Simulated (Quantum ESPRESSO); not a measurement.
Ti4Zr2IrMg, one run as intended and one with a planted mistake

Simulated, not a measurement. The program is pw.x of Quantum ESPRESSO 7.5 (plane-wave density functional theory). The cell is made up: eight metal atoms on a face-centred cubic lattice, with elements, volume, strain and displacements drawn at random and not relaxed, so it may be unstable or far from any real phase. PseudoDojo standard norm-conserving files set the functional (PBE unless stated); there is no spin polarisation or spin-orbit coupling, the Fermi-Dirac width of 0.25 eV means electrons at about 2900 K, and the masses in the input are unused placeholders. Heavy elements are run without spin-orbit coupling, which real alloys of them have. A spin test at this wide smearing found no moment, but such smearing suppresses magnetism that the real alloy may have.

Intended input:

```
&control calculation='scf', pseudo_dir='./dojo.nc.sr.pbe.v0_5.standard.upf', outdir='./o', disk_io='minimal', tprnfor=.true., tstress=.true. /
&system ibrav=0, nat=8, ntyp=4, nbnd=67, ecutwfc=84.00895049, nosym=.true., tot_charge=0,
 occupations='smearing', smearing='fd', degauss=0.0183746611
/
&electrons conv_thr=1.470e-08, electron_maxstep=70, mixing_beta=0.5 /
ATOMIC_SPECIES
Ir 1.0 Ir.upf
Mg 1.0 Mg.upf
Ti 1.0 Ti.upf
Zr 1.0 Zr.upf
CELL_PARAMETERS angstrom
-0.043 4.1231 0.0117
-4.2143 0.0313 -4.1412
-4.2524 0.0548 4.1793
ATOMIC_POSITIONS angstrom
Ti -0.1258 0.1407 0.1435
Zr -2.0106 0.0571 2.1658
Ti -2.0829 0.0511 -1.8973
Ir -4.177 0.0819 0.0892
Mg -2.1717 2.1667 0.022
Ti -4.2466 2.1754 1.9725
Ti -4.3742 2.07 -2.0868
Zr -6.3284 2.2166 -0.0533
K_POINTS automatic
6 4 4 1 1 1
```

The log is shortened where brackets say so; the opening notice, blank lines, dates and the lines on written files are dropped, and the path of the files is cut. It prints rydbergs, bohrs and kilobars, and counts compression as positive stress. Its total energy is the free energy E - TS of the whole cell.

Log of the intended run:

```
     Program PWSCF v.7.5
     Parallel version (MPI & OpenMP), running on       4 processor cores
     Number of MPI processes:                 4
     Threads/MPI process:                     1
     [start-up lines left out]
     bravais-lattice index     =            0
     lattice parameter (alat)  =       7.7920  a.u.
     unit-cell volume          =     979.9314 (a.u.)^3
     number of atoms/cell      =            8
     number of atomic types    =            4
     number of electrons       =        99.00
     number of Kohn-Sham states=           67
     kinetic-energy cutoff     =      84.0090  Ry
     charge density cutoff     =     336.0358  Ry
     scf convergence threshold =      1.5E-08
     mixing beta               =       0.5000
     number of iterations used =            8  plain     mixing
     Exchange-correlation= PBE
                           (   1   4   3   4   0   0   0)
     [axes and pseudopotential details left out]
   Cartesian axes
     site n.     atom                  positions (alat units)
         1        Ti     tau(   1) = (  -0.0305092   0.0341228   0.0348019  )
         2        Zr     tau(   2) = (  -0.4876143   0.0138480   0.5252537  )
         3        Ti     tau(   3) = (  -0.5051486   0.0123929  -0.4601366  )
         4        Ir     tau(   4) = (  -1.0130135   0.0198625   0.0216329  )
         5        Mg     tau(   5) = (  -0.5266846   0.5254720   0.0053355  )
         6        Ti     tau(   6) = (  -1.0298930   0.5275819   0.4783742  )
         7        Ti     tau(   7) = (  -1.0608388   0.5020201  -0.5060945  )
         8        Zr     tau(   8) = (  -1.5347749   0.5375738  -0.0129264  )
     number of k points=    48  Fermi-Dirac smearing, width (Ry)=  0.0184
                       cart. coord. in units 2pi/alat
        k(    1) = (  -0.1209206   0.0820793  -0.0007855), wk =   0.0416667
        k(    2) = (  -0.2421337   0.0804652   0.1225550), wk =   0.0416667
     [further k points left out]
     Dense  grid:   101979 G-vectors     FFT dimensions: (  45,  72,  72)
     Estimated max dynamical RAM per process >     333.09 MB
     Estimated total dynamical RAM >       1.23 GB
     Initial potential from superposition of free atoms
     starting charge      98.9880, renormalised to      99.0000
     Starting wfcs are   75 randomized atomic wfcs
     total cpu time spent up to now is        8.9 secs
     per-process dynamical memory:   248.3 Mb
     Self-consistent Calculation
     iteration #  1     ecut=    84.01 Ry     beta= 0.50
     Davidson diagonalization with overlap
     ethr =  1.00E-02,  avg # of iterations =  2.8
     Threshold (ethr) on eigenvalues was too large:
     Diagonalizing with lowered threshold
     Davidson diagonalization with overlap
     ethr =  9.18E-04,  avg # of iterations =  3.8
     total cpu time spent up to now is       45.9 secs
     total energy              =   -1025.97733410 Ry
     estimated scf accuracy    <       0.91883692 Ry
     iteration #  2     ecut=    84.01 Ry     beta= 0.50
     Davidson diagonalization with overlap
     ethr =  9.28E-04,  avg # of iterations =  6.2
     total cpu time spent up to now is       73.2 secs
     total energy              =   -1024.26799349 Ry
     estimated scf accuracy    <      40.46312246 Ry
     [iterations 3 to 16 left out]
     iteration # 17     ecut=    84.01 Ry     beta= 0.50
     Davidson diagonalization with overlap
     ethr =  1.55E-10,  avg # of iterations =  1.6
     total cpu time spent up to now is      355.0 secs
     total energy              =   -1026.49612098 Ry
     estimated scf accuracy    <       0.00000002 Ry
     iteration # 18     ecut=    84.01 Ry     beta= 0.50
     Davidson diagonalization with overlap
     ethr =  1.70E-11,  avg # of iterations =  4.6
     total cpu time spent up to now is      375.2 secs
     End of self-consistent calculation
     [lines on levels left out]
!    total energy              =   -1026.49612097 Ry
     estimated scf accuracy    <       0.00000001 Ry
     smearing contrib. (-TS)   =      -0.16430649 Ry
     internal energy E=F+TS    =   -1026.33181448 Ry
     The total energy is F=E-TS. E is the sum of the following terms:
     one-electron contribution =    -350.99766472 Ry
     hartree contribution      =     209.52516048 Ry
     xc contribution           =    -169.71443637 Ry
     ewald contribution        =    -715.14487387 Ry
     convergence has been achieved in  18 iterations
     Forces acting on atoms (cartesian axes, Ry/au):
     atom    1 type  3   force =     0.03471715   -0.01732348   -0.03523585
     atom    2 type  4   force =    -0.03857887    0.00783716   -0.02364584
     atom    3 type  3   force =    -0.02895446    0.01169049   -0.03404799
     atom    4 type  1   force =     0.01756583    0.00334126    0.00672860
     atom    5 type  2   force =    -0.01564141   -0.01064130   -0.01556544
     atom    6 type  3   force =    -0.02220317   -0.00690375    0.00572949
     atom    7 type  3   force =     0.07648213    0.02026944    0.01531892
     atom    8 type  4   force =    -0.02338720   -0.00826982    0.08071811
     Total force =     0.148844     Total SCF correction =     0.000266
     Computing stress (Cartesian axis) and pressure
          total   stress  (Ry/bohr**3)                   (kbar)     P=       38.13
   0.00018883   0.00006992   0.00001267           27.78       10.29        1.86
   0.00006992   0.00030728   0.00000467           10.29       45.20        0.69
   0.00001267   0.00000467   0.00028151            1.86        0.69       41.41
     init_run     :      8.42s CPU      8.73s WALL (       1 calls)
     electrons    :    363.66s CPU    366.41s WALL (       1 calls)
     forces       :      2.42s CPU      2.43s WALL (       1 calls)
     stress       :      8.85s CPU      8.85s WALL (       1 calls)
     [timing details left out]
     PWSCF        :   6m23.56s CPU   6m26.66s WALL
     JOB DONE.
```

A second run has one planted mistake: one atom is of a wrong element. The input lines that differ:

```
- &system ibrav=0, nat=8, ntyp=4, nbnd=67, ecutwfc=84.00895049, nosym=.true., tot_charge=0,
+ &system ibrav=0, nat=8, ntyp=5, nbnd=70, ecutwfc=84.00895049, nosym=.true., tot_charge=0,
+ Pd 1.0 Pd.upf
- Ti -0.1258 0.1407 0.1435
+ Pd -0.1258 0.1407 0.1435
```

Its log:

```
     Program PWSCF v.7.5
     Parallel version (MPI & OpenMP), running on       4 processor cores
     Number of MPI processes:                 4
     Threads/MPI process:                     1
     [start-up lines left out]
     bravais-lattice index     =            0
     lattice parameter (alat)  =       7.7920  a.u.
     unit-cell volume          =     979.9314 (a.u.)^3
     number of atoms/cell      =            8
     number of atomic types    =            5
     number of electrons       =       105.00
     number of Kohn-Sham states=           70
     kinetic-energy cutoff     =      84.0090  Ry
     charge density cutoff     =     336.0358  Ry
     scf convergence threshold =      1.5E-08
     mixing beta               =       0.5000
     number of iterations used =            8  plain     mixing
     Exchange-correlation= PBE
                           (   1   4   3   4   0   0   0)
     [axes and pseudopotential details left out]
   Cartesian axes
     site n.     atom                  positions (alat units)
         1        Pd     tau(   1) = (  -0.0305092   0.0341228   0.0348019  )
         2        Zr     tau(   2) = (  -0.4876143   0.0138480   0.5252537  )
         3        Ti     tau(   3) = (  -0.5051486   0.0123929  -0.4601366  )
         4        Ir     tau(   4) = (  -1.0130135   0.0198625   0.0216329  )
         5        Mg     tau(   5) = (  -0.5266846   0.5254720   0.0053355  )
         6        Ti     tau(   6) = (  -1.0298930   0.5275819   0.4783742  )
         7        Ti     tau(   7) = (  -1.0608388   0.5020201  -0.5060945  )
         8        Zr     tau(   8) = (  -1.5347749   0.5375738  -0.0129264  )
     number of k points=    48  Fermi-Dirac smearing, width (Ry)=  0.0184
                       cart. coord. in units 2pi/alat
        k(    1) = (  -0.1209206   0.0820793  -0.0007855), wk =   0.0416667
        k(    2) = (  -0.2421337   0.0804652   0.1225550), wk =   0.0416667
     [further k points left out]
     Dense  grid:   101979 G-vectors     FFT dimensions: (  45,  72,  72)
     Estimated max dynamical RAM per process >     349.73 MB
     Estimated total dynamical RAM >       1.29 GB
     Initial potential from superposition of free atoms
     starting charge     104.9894, renormalised to     105.0000
     Starting wfcs are   74 randomized atomic wfcs
     total cpu time spent up to now is        9.1 secs
     per-process dynamical memory:   266.4 Mb
     Self-consistent Calculation
     iteration #  1     ecut=    84.01 Ry     beta= 0.50
     Davidson diagonalization with overlap
     ethr =  1.00E-02,  avg # of iterations =  2.8
     total cpu time spent up to now is       29.3 secs
     total energy              =   -1168.17118970 Ry
     estimated scf accuracy    <      16.08297694 Ry
     iteration #  2     ecut=    84.01 Ry     beta= 0.50
     Davidson diagonalization with overlap
     ethr =  1.00E-02,  avg # of iterations =  3.1
     total cpu time spent up to now is       52.6 secs
     total energy              =   -1171.06904979 Ry
     estimated scf accuracy    <      84.73090789 Ry
     [iterations 3 to 19 left out]
     iteration # 20     ecut=    84.01 Ry     beta= 0.50
     Davidson diagonalization with overlap
     ethr =  1.30E-10,  avg # of iterations =  2.4
     total cpu time spent up to now is      387.8 secs
     total energy              =   -1178.88042879 Ry
     estimated scf accuracy    <       0.00000002 Ry
     iteration # 21     ecut=    84.01 Ry     beta= 0.50
     Davidson diagonalization with overlap
     ethr =  1.86E-11,  avg # of iterations =  1.9
     total cpu time spent up to now is      404.4 secs
     End of self-consistent calculation
     [lines on levels left out]
!    total energy              =   -1178.88042879 Ry
     estimated scf accuracy    <          2.8E-09 Ry
     smearing contrib. (-TS)   =      -0.15180131 Ry
     internal energy E=F+TS    =   -1178.72862748 Ry
     The total energy is F=E-TS. E is the sum of the following terms:
     one-electron contribution =    -419.50380189 Ry
     hartree contribution      =     249.07881888 Ry
     xc contribution           =    -194.44658493 Ry
     ewald contribution        =    -813.85705953 Ry
     convergence has been achieved in  21 iterations
     Forces acting on atoms (cartesian axes, Ry/au):
     atom    1 type  3   force =     0.01802659   -0.01249214   -0.02959352
     atom    2 type  5   force =    -0.04162489    0.00821039   -0.02903189
     atom    3 type  4   force =    -0.01600667    0.01113272   -0.01466519
     atom    4 type  1   force =     0.00313414    0.00256552    0.00429893
     atom    5 type  2   force =    -0.00383424   -0.00992373   -0.01715840
     atom    6 type  4   force =    -0.01731364   -0.00559728   -0.00769996
     atom    7 type  4   force =     0.08334698    0.01341502    0.00884824
     atom    8 type  5   force =    -0.02572826   -0.00731051    0.08500179
     Total force =     0.143434     Total SCF correction =     0.000142
     Computing stress (Cartesian axis) and pressure
          total   stress  (Ry/bohr**3)                   (kbar)     P=        7.74
  -0.00008721   0.00005540  -0.00001675          -12.83        8.15       -2.46
   0.00005540   0.00012872  -0.00001102            8.15       18.94       -1.62
  -0.00001675  -0.00001102   0.00011630           -2.46       -1.62       17.11
     init_run     :      8.59s CPU      8.90s WALL (       1 calls)
     electrons    :    387.52s CPU    395.35s WALL (       1 calls)
     forces       :      2.32s CPU      2.35s WALL (       1 calls)
     stress       :      8.39s CPU      8.39s WALL (       1 calls)
     [timing details left out]
     PWSCF        :   6m47.05s CPU   6m55.32s WALL
     JOB DONE.
```

```
                                            intended run  run with the mistake
                          free energy (eV)    -13966.191            -16039.485
         entropy term -TS, part of it (eV)        -2.236                -2.065
                            pressure (GPa)          3.81                  0.77
size of the largest force component (eV/Å)         2.075                 2.185
largest change of a force component (eV/Å)                               0.498
                                iterations            18                    21
```

For scale, a rerun of the intended cell at a higher cutoff and on a denser mesh moved values by no more than 0.003 eV in energy, 0.04 GPa in stress and 0.004 eV/Å in force, and a second program with other atomic files agreed on that cell to 2 % rms in force and 0.5 GPa in pressure. Files of another functional or element have another zero of energy, so the energy change says nothing on stability. The number of bands, nbnd, was set by rule from the electron count, so it follows the mistake.